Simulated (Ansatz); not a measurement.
GaN in space group P-6m2 (No. 187; Ga on 1a, N on 1f), a = b = 2.9401 Å, c = 2.6544 Å, α = β = 90.00°, γ = 120.00°.

Relaxed with PBEsol.

Question: Decompose the optical modes at the zone centre into irreducible representations, and say which are infrared and Raman allowed.

Answer: Point group -6m2: Γ_opt = A2'' + E'. Infrared: A2'', E'. Raman: E'.

Question: Assign frequencies (DFPT, plane-wave PAW PBEsol (Ansatz code)).

Answer: A2'' 88i, E' 302 cm⁻¹.

A made-up cell: these elements were put on the sites of a structure type; neither database checked (COD, Materials Project) lists it. It is not the phase usual at ambient conditions (space group No. 186, 216). The cell was relaxed with PBEsol under the symmetry of its start. At this level the phase is dynamically unstable (imaginary phonons). As this level gives no gap, phonon frequencies hold no LO–TO term and depend on the k-mesh and smearing (Fermi–Dirac, 0.1 eV here).

Potentials: the later of the program's two PAW sets.
